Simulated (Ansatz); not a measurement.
## Relaxing a structure of Nb

The start is a generated cell, Nb placed in the AFLOW prototype A_hR3_166_ac (C19, as in Sm). A full variable-cell relaxation at zero pressure is run with PBE (plane waves to 420 eV, PAW, scalar-relativistic; Ansatz, a quantum-chemistry and plane-wave program). First-step values are on the input's coarse k-mesh.

Ansatz input (later rounds restart from its end on a renewed k-mesh):
Ansatz 0.2 input:
```yaml
crystal:
  lattice:
    - [1.4765747, 0.8525008, 7.1372644]
    - [-1.4765747, 0.8525008, 7.1372644]
    - [0, -1.7050016, 7.1372644]
  atoms:
    - { symbol: Nb, position: [0, 0, 0] }
    - { symbol: Nb, position: [0.22222, 0.22222, 0.22222] }
    - { symbol: Nb, position: [0.77778, 0.77778, 0.77778] }
basis: { ecutwfc: 420, ecutrho_ratio: 4, xc_grid: 2, fft_grid_basis: typed }
kpoints: { mp_grid: { grid: [13, 13, 13] } }
hamiltonian:
  xc: pbe
  dispersion: none
  pseudopotentials: { azcp: { folder: ./paw }, kind: paw }
scf: { occupations: { method: fermi_dirac, width: 0.05 } }
relax: { f_tol: 0.01, max_steps: 100, cell: { stress_tol: 0.02 } }
output: { forces: true, stress: true }
```

**Question.** What pressure does the first self-consistent step give?

**Answer.** +7.0 GPa (positive: the cell is compressed).

**Question.** Which atoms feel the largest initial force, and how large is it?

**Answer.** 0.07 eV/Å, on Nb2, Nb3 (atoms numbered as listed).

**Question.** By how much does the energy per atom fall from start to end?

**Answer.** 0.07 eV/atom.

**Question.** How do the shortest distances between atoms change?

**Answer.** The closest pairs of elements (up to four, under 3.6 Å), start → end: Nb–Nb 2.93 → 2.87 Å.

**Question.** What does it relax into? Give the structure.

**Answer.** 
Space group R-3m, hexagonal axes (No. 166); a = b = 2.8652 Å, c = 23.6427 Å, α = β = 90.00°, γ = 120.00°

| atom | site | symmetry | x | y | z |
|---|---|---|---|---|---|
| Nb | 3a | -3m | 0.0000 | 0.0000 | 0.0000 |
| Nb | 6c | 3m | 0.0000 | 0.0000 | 0.2223 |
(The calculation used a cell of 3 atoms; values per cell refer to that cell.)

The space group stays R-3m (No. 166) (the run could not lower it); the end is AFLOW prototype A_hR3_166_ac (C19, as in Sm), with 3 atoms in the primitive cell. Final values are on a 19×19×19 k-mesh of the relaxed cell. No spin polarisation in the result.

The run could not lose the symmetry of its start, so the end can be a saddle point.

The relaxed structure here is a generated cell of Nb: the first start was made by placing the elements on the sites of a structure type, and the end was not matched to a known phase here, so it may be hypothetical. Known forms of Nb include space group No. 229.
